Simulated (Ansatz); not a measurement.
MoPd:
```
MoPd
1.0
    0.00000     2.60686     2.60686
    2.60686     0.00000     2.60686
    2.60686     2.60686     0.00000
Pd Mo
1 1
Cartesian
  0.00000   0.00000   0.00000
  2.60686   2.60686   2.60686
```

Relaxed with PBE. Special points in fractions of this cell's reciprocal vectors: Γ (0.000, 0.000, 0.000); X (0.500, 0.000, 0.500); U (0.625, 0.250, 0.625); K (0.375, 0.375, 0.750); L (0.500, 0.500, 0.500); W (0.500, 0.250, 0.750).

Task: List the band energies nearest the Fermi level at these points for DFT-PBE with spin–orbit coupling in the program Ansatz with PAW potentials.

Result: In eV from the Fermi level; about four levels below and three above (degenerate sets whole), none deeper than 8.9 eV; points with the same levels are listed once.

| k | below | above |
|---|---|---|
| Γ | -4.85 -4.85 -4.85 -4.85 -4.68 -4.68 | 1.00 1.00 1.00 1.00 |
| X | -2.75 -2.75 -0.42 -0.42 | 0.66 0.66 0.76 0.76 |
| U | -3.03 -3.03 -0.66 -0.66 | 0.11 0.11 0.44 0.44 |
| L | -1.52 -1.52 -0.47 -0.47 | 0.24 0.24 0.32 0.32 |
| W | -0.10 -0.10 -0.07 -0.07 | 0.70 0.70 3.18 3.18 |

Space group Fm-3m (rock salt). The start of the workflow was typed in or built on a structure type; neither database checked (COD, Materials Project) lists it. Whether it is the stable phase at ambient conditions was not checked. Symmetry was held in the PBE relaxation; whether a distortion lowers the energy is not shown. No spin polarisation was allowed. The volume moved by 17 % from the start of the relaxation. Its formation energy is positive at this level, so the cell may be metastable or incomplete.

Potentials: the earlier of the program's two PAW sets.
